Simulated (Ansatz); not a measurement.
# OsRhC4N4: from a guess to a relaxed structure

Computed with DFT PBE, scalar-relativistic, plane waves, PAW (Ansatz). Cutoff 420 eV, Gaussian smearing, Γ-centred meshes. Cell and atoms relax first on a coarse mesh and then on a finer one. In between, the cell is made exact in the group found at 0.06 Å. In metals the finer mesh still leaves noise of several meV/atom or more. The steps can't lower the symmetry of their start. Collinear spin, starting moments Os 1.0; Rh 1.0 μB; they died out on the coarse mesh, so the last step has no spin.

A trial structure of OsRhC4N4 was built thus: two interpenetrating cyanide-bridged diamond nets (P-43m, No. 215). Its size is a rough estimate.

```xyz
10
Lattice="5.8566 0.0000 0.0000 0.0000 5.8566 0.0000 0.0000 0.0000 5.8566" Properties=species:S:1:pos:R:3 pbc="T T T"
Os    2.9283    2.9283    2.9283
Rh    0.0000    0.0000    0.0000
C     1.1068    1.1068    1.1068
C     1.1068    4.7499    4.7499
C     4.7499    1.1068    4.7499
C     4.7499    4.7499    1.1068
N     1.7823    1.7823    1.7823
N     1.7823    4.0744    4.0744
N     4.0744    1.7823    4.0744
N     4.0744    4.0744    1.7823
```

The zero of energy is the elements' standard structures at the same level (N₂ as a molecule); no fitted shifts are applied.

**Question.** Describe the relaxed structure.

**Answer.** The symmetry stays P-43m (No. 215). The volume per atom shrinks by 3.7 %, from 20.1 to 19.3 Å³. The shortest distance goes from 1.17 Å (C–N) to 1.21 Å (C–N). Conventional cell: a = 5.783 Å. Os is surrounded by 4 N at 1.88 Å; Rh is surrounded by 4 C at 1.92 Å; C has 1 N at 1.21 Å and 1 Rh at 1.92 Å; around N lie 1 C at 1.21 Å and 1 Os at 1.88 Å.

```cif
data_structure
_symmetry_space_group_name_H-M 'P-43m'
_symmetry_Int_Tables_number 215
_cell_length_a 5.7831
_cell_length_b 5.7831
_cell_length_c 5.7831
_cell_angle_alpha 90.000
_cell_angle_beta 90.000
_cell_angle_gamma 90.000
_cell_volume 193.41
loop_
_atom_site_label
_atom_site_type_symbol
_atom_site_symmetry_multiplicity
_atom_site_Wyckoff_symbol
_atom_site_fract_x
_atom_site_fract_y
_atom_site_fract_z
_atom_site_occupancy
Os1 Os 1 b 0.50000 0.50000 0.50000 1
Rh1 Rh 1 a 0.00000 0.00000 0.00000 1
C1 C 4 e 0.19172 0.19172 0.19172 1
N1 N 4 e 0.31211 0.31211 0.31211 1
```

**Question.** How does it come out in energy, and is it a metal?

**Answer.**

* Formation energy: +0.77 eV/atom
* Gap on the 8×8×8 mesh of the 10-atom cell: 0 eV (a metal)

It can't be a ground state, since the elements alone are lower.

The last run used Gaussian smearing of 0.10 eV. Spin–orbit coupling, which can matter for Os, is left out. The reference form of C is held partly by dispersion forces, which this level lacks. Symmetry constrained the relaxation, so the result can be a saddle point. In all, the 3 runs took 9.1 min on 1 thread of Intel(R) Xeon(R) Processor @ 2.50GHz (Skylake/Cascade Lake) (shared host).
